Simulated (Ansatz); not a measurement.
## AlGa3N4: random displacements

All numbers below come from DFT PBEsol, scalar-relativistic, plane waves, PAW (Ansatz). Settings: plane waves to 420 eV, k-mesh 6×6×6 (Γ-centred), Gaussian smearing 0.05 eV. No spin polarisation. Energies are free energies at this smearing, counted from the undisturbed cell; pressure is positive in compression.

Reference structure (as given, not relaxed at this level, and it needn't be the usual structure):

```
Al Ga N
1.0
     4.47169    0.00000    0.00000
     0.00000    4.47169    0.00000
     0.00000    0.00000    4.47169
Al Ga N
1 3 4
Direct
  0.00000 0.00000 0.00000
  0.50000 0.50000 0.00000
  0.50000 0.00000 0.50000
  0.00000 0.50000 0.50000
  0.75571 0.75571 0.24429
  0.75571 0.24429 0.75571
  0.24429 0.75571 0.75571
  0.24429 0.24429 0.24429
```

After a displacement of all atoms with no net shift and a strain of the cell, the run gives ΔE = 142.9 meV/atom; stress (xx, yy, zz, yz, xz, xy; compression positive) (18.25, 17.94, 6.77, 11.22, -6.94, 2.61) GPa; gap on the mesh 2.22 eV.

```
atom Fx (eV/Å) Fy Fz
 Al1      0.358   0.039  -1.522
 Ga2     -2.055   0.478   0.336
 Ga3     -2.528  -0.891  -0.769
 Ga4      1.839   0.791  -0.230
  N5     -0.490  -1.706   0.957
  N6      1.212   0.616   0.513
  N7      0.894  -1.412  -0.601
  N8      0.771   2.085   1.315
```

(1) Which displacements (Å, in the unstrained cell) and strain were applied?

Answers

(1)
| atom | ux | uy | uz |
| --- | --- | --- | --- |
| Al1 | -0.02 | 0.03 | 0.04 |
| Ga2 | 0.04 | 0.04 | -0.01 |
| Ga3 | 0.07 | 0.03 | 0.04 |
| Ga4 | -0.10 | -0.04 | -0.01 |
| N5 | 0.04 | 0.05 | -0.02 |
| N6 | -0.02 | -0.04 | 0.01 |
| N7 | -0.05 | 0.04 | -0.02 |
| N8 | 0.04 | -0.10 | -0.03 |
Strain (Voigt, engineering shear): (-0.0501, -0.0478, 0.0393, -0.0509, 0.0444, 0.0040).

Cost: 1 run of about 0.64 core-minutes, on Arm Neoverse V2 (shared hosts).